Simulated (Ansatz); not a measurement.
Consider the following.

Zr5Ge3:
Space group P6₃/mcm (No. 193); a = b = 8.085 Å, c = 5.615 Å, α = β = 90.00°, γ = 120.00°

```json
[
 {"atom": "Zr", "site": "6g", "symmetry": "m2m", "x": "0.2540", "y": "0.2540", "z": "0.7500"},
 {"atom": "Zr", "site": "4d", "symmetry": "3.2", "x": "0.3333", "y": "0.6667", "z": "0.0000"},
 {"atom": "Ge", "site": "6g", "symmetry": "m2m", "x": "0.3875", "y": "0.3875", "z": "0.2500"}
]
```

This is the r²SCAN-relaxed structure.

Problem. All from the program Ansatz at the r²SCAN level (PAW), unless another level is named. Estimate the electronic character.

Solution. metallic (no gap).

Problem. Give the density of states at the Fermi level.

Solution. 0.40 states/eV per atom (mean over ±0.08 eV).

Problem. Next, the formation energy from the elements (no fitted shifts)?

Solution. -0.88 eV/atom.

Space group P6_3/mcm. The first step of the workflow began from a Materials Project structure, measured or hypothetical; the Crystallography Open Database copy checked does not list it. Its standing as an ambient phase is unchecked. Symmetry was held in the r²SCAN relaxation; its stability against distortions is not shown here. The run is not spin-polarised. The references are the lowest solids computed at this level, not always the standard phases. Spin–orbit coupling is left out wherever it is not named.

Potentials: the later of the program's two PAW sets.
